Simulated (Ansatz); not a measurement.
Input, command and steps of an Ansatz relaxation.

```yaml
crystal:
  lattice:
    - [2.6070179078, -3.1832779503, 0.0]
    - [2.6070179078, 3.1832779503, 0.0]
    - [0.0, 0.0, 5.6160847535]
  atoms:
    - { symbol: Te, position: [0.5, 0.5, 0.3701618198] }
    - { symbol: P, position: [0.2945428003, 0.7054571997, 0.6472714001] }
    - { symbol: P, position: [0.7054571997, 0.2945428003, 0.6472714001] }
    - { symbol: P, position: [0.0, 0.0, 0.523867136] }
basis:
  ecutwfc: 420
kpoints:
  mp_grid: { grid: [4, 4, 4] }
hamiltonian:
  xc: pbe
scf:
  occupations: { method: gaussian, width: 0.1 }
  lower_state_search: "off"
output:
  forces: true
  stress: true
  eigenvalues: true
relax:
  adjacent_minimum: "off"
  f_tol: 0.04
  max_steps: 70
  cell: { stress_tol: 0.4 }
```

```bash
ansatz run input.yaml --threads 1 --pin off --max-ram 2560MiB --backend cpu --events-out ev --progress --plain --runs-dir out
```

Level of theory: DFT PBE, scalar-relativistic, plane waves, PAW (Ansatz 0.2.0).

Of 11 frames 10 are shown, positions in Å and forces in eV/Å; the SCF threshold varies from step to step. Steps run on the plane waves of an earlier cell, with a Pulay correction in the pressure. The basis is chosen afresh for the last frame, the zero of the energies, and at times for earlier ones too; energy and pressure step there, also at an unchanged geometry. Here that happened at step 11 (-2 meV/atom, 0.1 GPa); the frames before carry an error of that size.

```xyz
4
Lattice="2.6070 -3.1833 0.0000 2.6070 3.1833 0.0000 0.0000 0.0000 5.6161" Properties=species:S:1:pos:R:3:forces:R:3 pbc="T T T" step=1 free_energy_over_end_meV_per_atom=1536.27 pressure_GPa=40.74
Te    2.6070    0.0000    2.0789    0.0000    0.0000  -18.2386
P     2.6070    1.3081    3.6351    0.0000    5.1531   11.0358
P     2.6070   -1.3081    3.6351    0.0000   -5.1531   11.0358
P     0.0000    0.0000    2.9421    0.0000    0.0000   -3.8331
4
Lattice="2.6233 -3.2441 0.0000 2.6233 3.2441 0.0000 0.0000 0.0000 5.7068" Properties=species:S:1:pos:R:3:forces:R:3 pbc="T T T" step=2 free_energy_over_end_meV_per_atom=418.40 pressure_GPa=14.62
Te    2.6233    0.0000    1.9162    0.0000    0.0000   -3.4772
P     2.6233    1.3799    3.8180    0.0000    0.5798    3.1803
P     2.6233   -1.3799    3.8180    0.0000   -0.5798    3.1803
P     0.0000    0.0000    2.9376    0.0000    0.0000   -2.8834
4
Lattice="2.7263 -3.2496 0.0000 2.7263 3.2496 0.0000 0.0000 0.0000 5.7966" Properties=species:S:1:pos:R:3:forces:R:3 pbc="T T T" step=3 free_energy_over_end_meV_per_atom=144.60 pressure_GPa=5.86
Te    2.7263    0.0000    1.9831    0.0000    0.0000   -0.9432
P     2.7263    1.4471    3.9602    0.0000    0.8145    1.0128
P     2.7263   -1.4471    3.9602    0.0000   -0.8145    1.0128
P     0.0000    0.0000    2.7827    0.0000    0.0000   -1.0825
4
Lattice="2.8519 -3.2668 0.0000 2.8519 3.2668 0.0000 0.0000 0.0000 5.7965" Properties=species:S:1:pos:R:3:forces:R:3 pbc="T T T" step=4 free_energy_over_end_meV_per_atom=38.55 pressure_GPa=1.03
Te    2.8519    0.0000    2.0808    0.0000    0.0000    0.2039
P     2.8519    1.5962    4.0145    0.0000    0.4486   -0.3099
P     2.8519   -1.5962    4.0145    0.0000   -0.4486   -0.3099
P     0.0000    0.0000    2.5764    0.0000    0.0000    0.4160
4
Lattice="2.9239 -3.4205 0.0000 2.9239 3.4205 0.0000 0.0000 0.0000 5.7013" Properties=species:S:1:pos:R:3:forces:R:3 pbc="T T T" step=5 free_energy_over_end_meV_per_atom=13.93 pressure_GPa=-0.26
Te    2.9239    0.0000    2.1178    0.0000    0.0000   -0.0645
P     2.9239    1.7580    3.9258    0.0000    0.0234    0.1940
P     2.9239   -1.7580    3.9258    0.0000   -0.0234    0.1940
P     0.0000    0.0000    2.5083    0.0000    0.0000   -0.3235
4
Lattice="2.9312 -3.3788 0.0000 2.9312 3.3788 0.0000 0.0000 0.0000 5.5083" Properties=species:S:1:pos:R:3:forces:R:3 pbc="T T T" step=7 free_energy_over_end_meV_per_atom=7.16 pressure_GPa=0.03
Te    2.9312    0.0000    2.0402    0.0000    0.0000   -0.0252
P     2.9312    1.7691    3.8322    0.0000   -0.0506    0.0263
P     2.9312   -1.7691    3.8322    0.0000    0.0506    0.0263
P     0.0000    0.0000    2.3507    0.0000    0.0000   -0.0274
4
Lattice="2.9288 -3.3837 0.0000 2.9288 3.3837 0.0000 0.0000 0.0000 5.2323" Properties=species:S:1:pos:R:3:forces:R:3 pbc="T T T" step=8 free_energy_over_end_meV_per_atom=4.24 pressure_GPa=0.54
Te    2.9288    0.0000    1.9065    0.0000    0.0000   -0.2233
P     2.9288    1.7752    3.6754    0.0000   -0.0181    0.1646
P     2.9288   -1.7752    3.6754    0.0000    0.0181    0.1646
P     0.0000    0.0000    2.1939    0.0000    0.0000   -0.1060
4
Lattice="2.9272 -3.3921 0.0000 2.9272 3.3921 0.0000 0.0000 0.0000 5.0677" Properties=species:S:1:pos:R:3:forces:R:3 pbc="T T T" step=9 free_energy_over_end_meV_per_atom=2.86 pressure_GPa=0.60
Te    2.9272    0.0000    1.8136    0.0000    0.0000   -0.2088
P     2.9272    1.7762    3.5846    0.0000    0.0106    0.1630
P     2.9272   -1.7762    3.5846    0.0000   -0.0106    0.1630
P     0.0000    0.0000    2.1083    0.0000    0.0000   -0.1171
4
Lattice="2.9279 -3.4060 0.0000 2.9279 3.4060 0.0000 0.0000 0.0000 5.0347" Properties=species:S:1:pos:R:3:forces:R:3 pbc="T T T" step=10 free_energy_over_end_meV_per_atom=2.02 pressure_GPa=0.02
Te    2.9279    0.0000    1.7832    0.0000    0.0000   -0.0048
P     2.9279    1.7820    3.5710    0.0000   -0.0027    0.0075
P     2.9279   -1.7820    3.5710    0.0000    0.0027    0.0075
P     0.0000    0.0000    2.0937    0.0000    0.0000   -0.0102
4
Lattice="2.9279 -3.4060 0.0000 2.9279 3.4060 0.0000 0.0000 0.0000 5.0347" Properties=species:S:1:pos:R:3:forces:R:3 pbc="T T T" step=11 free_energy_over_end_meV_per_atom=0.00 pressure_GPa=0.14
Te    2.9279    0.0000    1.7832    0.0000    0.0000   -0.0044
P     2.9279    1.7820    3.5710    0.0000   -0.0029    0.0072
P     2.9279   -1.7820    3.5710    0.0000    0.0029    0.0072
P     0.0000    0.0000    2.0937    0.0000    0.0000   -0.0100
```

The start is a random arrangement. At the end the space group is Cmm2 (tolerance 0.05 Å).

The run took 24 s on 1 thread of Intel(R) Xeon(R) 6975P-C (Granite Rapids), with other jobs on the host, peak memory 0.39 GiB.

The k mesh is coarse. The cell holds layers, and where no dispersion correction was added their binding is poorly described.